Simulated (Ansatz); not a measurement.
P, fcc: geometry optimisation

Theory: DFT, r2SCAN, plane waves (500 eV) with PAW, scalar-relativistic in Ansatz. The PAW files were generated under PBE, with cores re-solved for the functional.

k-point mesh 14×14×14, Fermi-Dirac smearing 0.1 eV, no spin polarisation. Cell and atoms relax.

Starting structure:

```
P
1.0
     0.00000    1.96707    1.96707
     1.96707    0.00000    1.96707
     1.96707    1.96707    0.00000
P
1
Direct
  0.00000 0.00000 0.00000
```

Q: What cell does the relaxation end in?

A: Fm-3m with a = 3.883 Å; 14.64 Å³ per atom against 15.22 at the start (-3.8 %).

Q: How much energy does the relaxation gain?

A: 5.7 meV per atom.

Path of the relaxation (the plane waves are chosen anew near the end, which can shift the energy a little):

```csv
step,E − E(final) (meV/atom),V (Å³/atom),P (GPa),max force (eV/Å)
0,5.66,15.223,-3.06,0.000
1,0.14,14.751,-0.59,0.000
2,-0.06,14.642,0.03,0.000
3,0.00,14.642,0.02,0.000
```
